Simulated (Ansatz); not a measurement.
BIr (CsCl type, Pm-3m), plane-wave PAW PBE (Ansatz code), all energies at zero smearing, with the estimated change up to a 700 eV cutoff added, with one set of potentials and settings (totals compare only within such a set). Cell of 2 atoms (1 Ir, 1 B): -12092.446 eV.

| element | reference phase | E (eV/atom) |
|---|---|---|
| Ir | Fm-3m, 1 atoms in the cell | -11936.8363 |
| B | R-3m, 12 atoms in the cell | -155.9170 |

Formation energy per atom, worked out: (-12092.446 − 1×(-11936.8363) − 1×(-155.9170))/2 = 0.154 eV/atom (15 kJ per mol of atoms), at 0 K, without zero-point energy or fitted corrections.

A made-up cell: these elements were put on the sites of a structure type; neither database checked (COD, Materials Project) lists it. Whether it is the stable phase at ambient conditions was not checked. The cell was relaxed with PBE under the symmetry of its start; its stability against distortions is not shown here. No spin polarisation was allowed. The references are the lowest solids computed at this level, not always the standard phases. Scalar-relativistic: spin–orbit coupling is off unless named, which matters more the heavier the elements.

Potentials: the earlier of the program's two PAW sets.
